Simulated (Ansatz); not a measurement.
Data:

TaAl:
```xyz
2
Lattice="3.1959 0.0000 0.0000 0.0000 3.1959 0.0000 0.0000 0.0000 3.1959" Properties=species:S:1:pos:R:3 pbc="T T T"
Ta     0.0000     0.0000     0.0000
Al     1.5980     1.5980     1.5980
```

This is the PBEsol-relaxed structure.

Question: All from DFT-PBEsol in the program Ansatz with PAW potentials, unless another level is named. Estimate the density of states at the Fermi level.

Answer: 1.0 states/eV per atom (mean over ±0.08 eV).

Question: Predict the formation energy from the elements (no fitted shifts).

Answer: 0.098 eV/atom.

Space group Pm-3m (CsCl type). The start of the workflow was typed in or built on a structure type; neither database checked (COD, Materials Project) lists it. Whether it is the stable phase at ambient conditions was not checked. Symmetry was held in the PBEsol relaxation. At this level the phase is mechanically unstable. The run is not spin-polarised. The references are the lowest solids computed at this level, not always the standard phases. Spin–orbit coupling is left out wherever it is not named.

Potentials: the later of the program's two PAW sets.
